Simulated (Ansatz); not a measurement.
GaSb3 (Fm-3m), a sublattice moved along a line

The calculation used DFT PBEsol+D3(BJ), scalar-relativistic, plane waves, PAW (Ansatz 0.2.0). Cutoff 420 eV, Γ-centred 12×12×12 k-points, Gaussian smearing of 0.15 eV. No spin polarisation. Energies are free energies at this smearing, counted from the undisturbed cell; pressure is positive in compression.

The undisturbed cell (relaxed at this level; with this scan's settings it stands at 0.5 GPa; it needn't be the usual structure):

```yaml
crystal:
  lattice:
    - [0.00000, 3.58550, 3.58550]
    - [3.58550, 0.00000, 3.58550]
    - [3.58550, 3.58550, 0.00000]
  atoms:
    - { symbol: Ga, position: [0.00000, 0.00000, 0.00000] }
    - { symbol: Sb, position: [0.25000, 0.25000, 0.25000] }
    - { symbol: Sb, position: [0.75000, 0.75000, 0.75000] }
    - { symbol: Sb, position: [0.50000, 0.50000, 0.50000] }
```

Every Sb atom is moved by x along the Cartesian unit vector (0.000, 1.000, 0.000); the cell and all other atoms stay fixed. The cell is metallic on the mesh throughout.

(x (Å), ΔE (meV/cell)): (-0.2000, 42.0), (-0.1000, 10.4), (0.0000, 0.0), (0.0500, 2.6), (0.0750, 5.9), (0.1250, 16.3), (0.1500, 23.6), (0.1750, 32.1)

By symmetry 0.2000 repeats -0.2000, -0.1500 repeats 0.1500, 0.1000 repeats -0.1000, -0.0500 repeats 0.0500 in energy, with the opposite slope along the path.

Cost: 8 runs of about 5.3 core-minutes in all, on Arm Neoverse V2 (shared hosts).